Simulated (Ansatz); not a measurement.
Total density of states per atom from PBE in the plane-wave PAW code Ansatz, in 0.25 eV bins, energy from the Fermi level:

(E (eV), states/eV/atom): (-7.85, 0.17); (-7.60, 0.14); (-7.35, 0.12); (-7.10, 0.20); (-6.85, 0.35); (-6.60, 0.18); (-6.35, 0.11); (-6.10, 0.30); (-5.85, 0.26); (-5.60, 0.17); (-5.35, 0.12); (-5.10, 0.13); (-4.85, 0.17); (-4.60, 0.20); (-4.35, 0.22); (-4.10, 0.23); (-3.85, 0.26); (-3.60, 0.33); (-3.35, 0.40); (-3.10, 0.49); (-2.85, 0.57); (-2.60, 0.41); (-2.35, 0.34); (-2.10, 0.65); (-1.85, 0.94); (-1.60, 0.82); (-1.35, 0.35); (-1.10, 0.32); (-0.85, 0.47); (-0.60, 0.44); (-0.35, 0.47); (-0.10, 0.58); (0.15, 0.45); (0.40, 0.35); (0.65, 0.35); (0.90, 0.30); (1.15, 0.26); (1.40, 0.27); (1.65, 0.40); (1.90, 0.50); (2.15, 0.68); (2.40, 0.82); (2.65, 0.58); (2.90, 0.56); (3.15, 0.89); (3.40, 0.83); (3.65, 0.78); (3.90, 0.65); (4.15, 0.80); (4.40, 1.19); (4.65, 1.49)

Problem. Which compound is it?
A) CoB3N3, P-62m (Pearson symbol hP14)
B) BAs, rock salt
C) YSiO, P4/nmm (Y on 2c, Si on 2a, O on 2c)
D) Sc2SiB2, P-6m2 (Sc on 2h, Si on 1a, B on 1b, B on 1f)

Solution. D, Sc2SiB2, P-6m2 (Sc on 2h, Si on 1a, B on 1b, B on 1f). Within 0.5 eV of the Fermi level: Sc 3d 69 %, Si 3p 13 %, B 2p 10 %. Projections are on Löwdin-orthogonalised atomic valence shells; empty p or d shells of many metals are not among them.

The start of the workflow was typed in or built on a structure type; neither database checked (COD, Materials Project) lists it. Its standing as an ambient phase is unchecked. Symmetry was held in the PBE relaxation; whether a distortion lowers the energy is not shown. No spin polarisation was allowed.

Potentials: the earlier of the program's two PAW sets.
